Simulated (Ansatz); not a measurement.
How far is PAW off for Cd?

```xyz
2
Lattice="2.9789 0.0149 0.0149 -1.4765 2.5723 0.0055 0.0281 0.0281 5.6177" Properties=species:S:1:pos:R:3 pbc="T T T"
Cd    0.0156    1.7269    1.4130
Cd    1.5148    0.8884    4.2250
```

Atoms are numbered in the order listed.

The cell is COD entry 9008490, as deposited and not checked against the literature; nothing was relaxed. The listed cell was then made from it by scaling, straining or moving an atom.

All numbers are computed: DFT, PBEsol, PAW with Ansatz's default frozen-core files, scalar-relativistic (Ansatz 0.2.0); DFT, PBEsol, all-electron LAPW, scalar-relativistic (Ansatz 0.2.0).

For PAW: a Γ-centred 16×16×7 k mesh, Fermi–Dirac smearing of 0.05 eV, cutoff 420 eV, no spin polarisation; the PAW files were made with PBE, and the program remakes their frozen cores for this functional. LAPW targets a basis error of 1 meV/atom. The Ansatz runs share mesh, smearing and spin set-up. Plane-wave (PAW) pressures include the program's estimate of the Pulay term.

Stress and pressure are positive in compression.

The change that made this cell: equal xy, yz and zx engineering shear strains of +1 %.

PAW results:

| quantity | PAW |
| --- | --- |
| pressure (GPa) | -1.53 |
| stress xx (GPa) | -1.50 |
| stress zz (GPa) | -1.56 |
| stress xy (GPa) | -0.31 |

(1) What does LAPW (all electrons) give for the same quantities?

## Answers

(1) 
```tsv
quantity	LAPW
pressure (GPa)	-1.53
stress xx (GPa)	-1.51
stress zz (GPa)	-1.57
stress xy (GPa)	-0.31
```
